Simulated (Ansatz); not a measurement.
Values for one crystal, relaxed and computed with PBEsol (plane waves, PAW; program Ansatz); other levels are named.

| Property | Value |
|---|---|
| Volume per atom | 28.84 Å³ |
| Electronic character | metallic (no gap) |
| Highest zone-centre frequency | 120 cm^-1 |
| Bulk modulus (Birch–Murnaghan fit) | 61.1 GPa |
| Mechanical stability | stable (all eigenvalues of C positive) |
| Density of states at the Fermi level | 0.15 states/eV per atom (mean over ±0.08 eV) |
| Young's modulus | 89.3 GPa |

Task: Which of these materials gives this?
A. ZrFe2, cubic Laves (MgCu2 type)
B. TiPd, CsCl type
C. LuBi, rock salt
D. Ca2Bi, I4/mmm (Ca on 4c, Ca on 4e, Bi on 4e)

Result: C, LuBi, rock salt

Space group Fm-3m (rock salt). The workflow started from a Materials Project entry (that database holds measured and hypothetical structures alike); the Crystallography Open Database copy checked does not list it. With Lu and Bi taken as one species the cell has the higher symmetry Pm-3m, so it may be an ordered model of a mixed-site phase. Whether it is the stable phase at ambient conditions was not checked. Symmetry was held in the PBEsol relaxation; of distortions, only those at the zone centre were tested. As this level gives no gap, phonon frequencies hold no LO–TO term and depend on the k-mesh and smearing (Fermi–Dirac, 0.1 eV here). Spin–orbit coupling is left out wherever it is not named.

Potentials: the later of the program's two PAW sets.
